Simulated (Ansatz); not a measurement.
input.yaml (Ansatz)

```yaml
crystal:
  lattice:
    - [2.4647958049, 0.0, 0.0]
    - [-1.2323979024, 2.1345757822, 0.0]
    - [0.0, 0.0, 7.9416316647]
  atoms:
    - { symbol: Mn, position: [1.0, 1.0, 1.0], spin: 3.0 }
    - { symbol: Mn, position: [1.0, 0.0, 0.5], spin: 3.0 }
    - { symbol: Mn, position: [0.3333333333, 0.6666666667, 0.25], spin: 3.0 }
    - { symbol: Mn, position: [0.6666666667, 0.3333333333, 0.75], spin: 3.0 }
hamiltonian:
  xc: lda
  pseudopotentials:
    kind: paw
    azcp:
      Mn: "pseudopotentials/Mn.paw.azcp"
basis:
  ecutwfc: 420
  fft_grid_basis: typed
kpoints:
  mp_grid: { grid: [17, 17, 5], shift: [0, 0, 0] }
magnetization:
  spin_polarized: true
scf:
  occupations: { method: fermi_dirac, width: 0.05 }
  lower_state_search: "off"
output:
  stress: true
```

Output

```
Warning: the record states the generating functional pbe (its physics header spells it `PBE`), which answers neither for hamiltonian.xc's functional nor for the lda family's — results may be inconsistent (PPs are generated against a specific XC)
Engine: ansatz 0.2.0, x86_64-unknown-linux-gnu
Pseudopotentials: kind: paw
Pseudopotential: Mn, paw, valence charge 15, recommended cutoff 420 eV (normal) 
Functional definition: SPW92
  exchange = slater_x
  correlation = pw_c
Crystal: 4 atoms, lattice volume = 41.783 Å³
Basis set: ecut = 420 eV, 777 PW (Γ)
Bands: 44, of which v1, the nominal top of the filled ones, is band 30 counted from 1 (29 counted from 0)
Symmetry: 24 space group operations
Space group: P63/mmc (ITA 194), of the structure as read, at distance tolerance 3.5e-5 Å
Magnetic group: BNS 194.263 (UNI 1493), of the structure as read, at distance tolerance 3.5e-5 Å
k-points: 99 of 1445
Non-local potential: Mn, projectors of the file, l = 0: 3, l = 1: 2, l = 2: 3, l = 3: 1
PAW form: soft (Blöchl's): semilocal exchange-correlation on the pseudo side does not see the compensation charge
PAW frozen core: Mn, regenerated for the run's functional, and the local potential with it (the file was generated under x = pbe(κ = 0.804, μ = 0.2195149727645171), c = pbe(β = 0.06672455060314922))
PAW one-centre angular grid: Mn, 590 points (default); XC on 64 Gauss nodes
Initial density: superposition of atomic densities (chi_scale 0.1, normalization cell)
Starting moments: Σ|m| = 12 μB on 4 of 4 sites
Initial wavefunctions: pseudopotential atomic-orbital guess
Functional: x = slater, c = lda
SCF iter   1: F=—  HF=-15363.555927 eV  |F-HF|=—  |Δ(HF+E_count)|=         —  Δρ=1.89e-1 (↑1.89e-1 ↓8.98e-2)  dr2=4.09e0  dr2_m=7.02e0  M=6.551 μB ∫|m|=6.569 μB  β_m=0.30  ethr=3.10e-3  ⟨swp⟩=5.3  Hψ=27858  notcnv=0  defer=27
SCF iter   2: F=—  HF=-15362.682781 eV  |F-HF|=—  |Δ(HF+E_count)|=   8.73e-1  Δρ=1.41e-1 (↑1.41e-1 ↓1.03e-1)  dr2=7.56e-1  dr2_m=5.60e0  M=6.993 μB ∫|m|=7.013 μB  β_m=0.30  ethr=3.10e-3  ⟨swp⟩=3.2  Hψ=15246  notcnv=0  defer=656
Mixer restart at iter 2: flushing history
spin-set hold released at iteration 2 (the charge has settled, or the pull on large starting moments outlasts its swing): the magnetisation degrees of freedom join the quasi-Newton model from the next iteration; the mixer history was flushed
SCF iter   3: F=—  HF=-15363.176467 eV  |F-HF|=—  |Δ(HF+E_count)|=   4.94e-1  Δρ=1.04e-1 (↑1.04e-1 ↓1.02e-1)  dr2=2.19e0  dr2_m=3.69e0  M=6.479 μB ∫|m|=6.499 μB  β_m=0.65  ethr=1.26e-3  ⟨swp⟩=2.4  Hψ=12877  notcnv=0  defer=656
SCF iter   4: F=—  HF=-15381.582012 eV  |F-HF|=—  |Δ(HF+E_count)|=    1.84e1  Δρ=4.41e-1 (↑3.95e-1 ↓4.41e-1)  dr2=3.46e2  dr2_m=7.86e0  M=3.138 μB ∫|m|=3.189 μB  β_m=0.10  ethr=1.26e-3  ⟨swp⟩=4.2  Hψ=21394  notcnv=0  defer=644  recentre
SCF iter   5: F=—  HF=-15363.615211 eV  |F-HF|=—  |Δ(HF+E_count)|=    1.80e1  Δρ=1.05e-1 (↑1.05e-1 ↓8.02e-2)  dr2=3.00e-1  dr2_m=3.25e0  M=5.515 μB ∫|m|=5.538 μB  β_m=0.12  ethr=1.26e-3  ⟨swp⟩=3.9  Hψ=20610  notcnv=0  defer=848
...
iter 19 did not close the SCF: its close was put off for a magnetic moment that had not settled (scf_convergence_deferred on its scf_iter line)
SCF iter  19: F=-15365.289034 eV  HF=-15365.289034 eV  |F-HF|=4.28e-8  |Δ(HF+E_count)|=   2.39e-8  Δρ=5.98e-6 (↑4.08e-6 ↓5.98e-6)  dr2=4.52e-8  dr2_m=5.65e-10  M=0.000 μB ∫|m|=0.000 μB  β_m=0.69  ethr=1.75e-11  ⟨swp⟩=2.0  Hψ=28742  notcnv=0
iter 20 did not close the SCF: its close was put off for a magnetic moment that had not settled (scf_convergence_deferred on its scf_iter line)
SCF iter  20: F=-15365.289034 eV  HF=-15365.289034 eV  |F-HF|=1.46e-10  |Δ(HF+E_count)|=   1.43e-9  Δρ=6.16e-7 (↑4.59e-7 ↓6.16e-7)  dr2=2.02e-10  dr2_m=6.50e-11  M=0.000 μB ∫|m|=0.000 μB  β_m=0.69  ethr=1.75e-11  ⟨swp⟩=2.0  Hψ=23309  notcnv=0
SCF iter  21: F=-15365.289034 eV  HF=-15365.289034 eV  |F-HF|=2.49e-10  |Δ(HF+E_count)|=  6.73e-11  Δρ=3.78e-7 (↑3.78e-7 ↓3.47e-7)  dr2=2.64e-10  dr2_m=7.21e-12  M=0.000 μB ∫|m|=0.000 μB  ethr=1.00e-12  ⟨swp⟩=1.0  Hψ=18382  notcnv=0
WARN: the starting moments were not kept: the SCF closed with an absolute magnetisation of 2.2e-5 μB, where they sum to 12 μB in size (4 sites). That is at most 0.1 of that sum. Measured as dr2_m measures the in/out step, that magnetisation stands 1.7e-10 eV from none, at or under the dr2_threshold of 1.0e-7 eV: it is no larger than a step whose dr2_m would equal this threshold. The system may hold no moment; this SCF shows only that its start led to no more than that. To try another start: raise the starting moments (crystal.atoms[].spin, magnetization.per_species, magnetization.initial_magnetization, or on a non-collinear deck that types none of these the spinor_matrix: blocks that start its atoms; where the total moment is fixed, keep their sum and leave initial_magnetization as it is; typed ones take the place of any that the run laid by itself, positive ones on a crystal's lanthanoids without a Hubbard term where scf.initial_density.shell_occupations: [] is typed) or, if the notice of its spin-set hold's release reads "site moments contracting" or "site moments show no strong build", lengthen the hold (scf.mixing.spin_hold: { on: { confirm: 4 } }; for m-r²SCAN on two components see the key's manual first). Each may lead to a state that holds a moment. A second SCF, from the converged charge density, with the starting moments and any scf.initial_density.shell_occupations laid on it anew, would have followed, and was not run: the deck does not ask for one (magnetization.retry_lost_moments is false, the default). To let it run, set magnetization.retry_lost_moments: true and run the deck again, where that key's refused combinations let it; where memory then withholds it, that run's warning says so.
SCF 1 converged in 21 iterations: F = -15365.289034 eV  dr2 = 2.64e-10
SCF converged after 21 iterations
Magnetization: 0.0000 μB (30.0000 up, 30.0000 down)
Absolute magnetization: 0.0000 μB (∫|ρ↑−ρ↓|, with the PAW one-centre terms)
Spin contamination: 0.0000 ħ² per cell (⟨S²⟩ above its minimum at these occupations)
Per-site moments (μB) at R_I (Å): [(6.25060329261643e-6, 1.0076250718803457), (6.250603292990394e-6, 1.0076250718803457), (-4.256209938386847e-6, 1.0076250718803457), (-4.2562099385394036e-6, 1.0076250718803457)]
Free energy (F): -15365.289034 eV
Harris-Foulkes:  -15365.289034 eV  (|F-HF|=2.49e-10)
Internal energy: -15365.250474 eV  (E = F + TS)
E sigma→0 (E₀):  -15365.269754 eV
Entropy (-TS):   -0.038560 eV (-9.640 meV/atom)
Fermi energy:    20.555040 eV
--- Per-component energies (eV) ---
  E_band       = -599.389336
  E_kinetic    = 1239.687194
  E_local      = -6146.288146  (includes V_loc(G=0)·N_el)
  E_nonlocal   = 962.639178
  E_hartree    = 2555.883919
  E_xc         = -462.842598
  E_vxc        = -595.841092  (∫ρ·V_xc dr)
  E_paw        = -4954.645428  (= ΣΔE_a)
  E_vpaw       = -1171.354031  (= ΣTr[D̂ρ^β])
  E_aug_tail   = -0.000038  (compensation charges beyond the density's cutoff)
  E_ewald      = -8561.220369
  E_core_change = 1.535812  (= ΣΔE_core)
  E_smearing   = -0.038560  (= −TS)
  E_closure    = 0.000000  (closes the sum)
  Σ components = -15365.289034   (vs F -15365.289034, Δ=0.00e0)
--- Stress (GPa, compression-positive) ---
      -12.035273       0.000000      -0.000000
        0.000000     -12.035273      -0.000000
       -0.000000      -0.000000     -12.051013
  P = ⅓ Tr σ = -12.0405 GPa (-120.405 kbar)
```
